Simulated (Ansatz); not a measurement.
SnAu:
```
SnAu
1.0
    4.35864     0.00000     0.00000
   -2.17932     3.77469     0.00000
    0.00000     0.00000     5.60003
Sn Au
2 2
Direct
  0.66667   0.33333   0.75000
  0.33333   0.66667   0.25000
  0.00000   0.00000   0.50000
  0.00000   0.00000   0.00000
```

Relaxed with r²SCAN. Special points in fractions of this cell's reciprocal vectors: Γ (0.000, 0.000, 0.000); M (0.500, 0.000, 0.000); K (0.333, 0.333, 0.000); A (0.000, 0.000, 0.500); L (0.500, 0.000, 0.500); H (0.333, 0.333, 0.500).

List the band energies nearest the Fermi level at these points for r²SCAN with spin–orbit coupling in the plane-wave PAW code Ansatz.

In eV from the Fermi level; about four levels below and three above (degenerate sets whole), none deeper than 8.9 eV; points with the same levels are listed once.

```tsv
k	below	above
Γ	-3.58 -3.58 -1.01 -1.01	0.34 0.34 1.29 1.29
M	-1.76 -1.76 -1.13 -1.13	0.71 0.71 3.93 3.93
K	-0.27 -0.27 -0.17 -0.17	0.90 0.90 1.13 1.13
A	-4.69 -4.69 -4.69 -4.69	0.10 0.10 0.10 0.10
L	-3.79 -3.79 -3.79 -3.79	0.54 0.54 0.54 0.54
H	-2.33 -2.33 -2.25 -2.25	5.01 5.01 5.12 5.12
```

Space group P6_3/mmc (NiAs type). The first step of the workflow began from a Materials Project structure, measured or hypothetical; the Crystallography Open Database files this formula in space group No. 194, but the cells were not matched. Its standing as an ambient phase is unchecked. Symmetry was held in the r²SCAN relaxation; of distortions, only those at the zone centre were tested.

Potentials: the later of the program's two PAW sets.
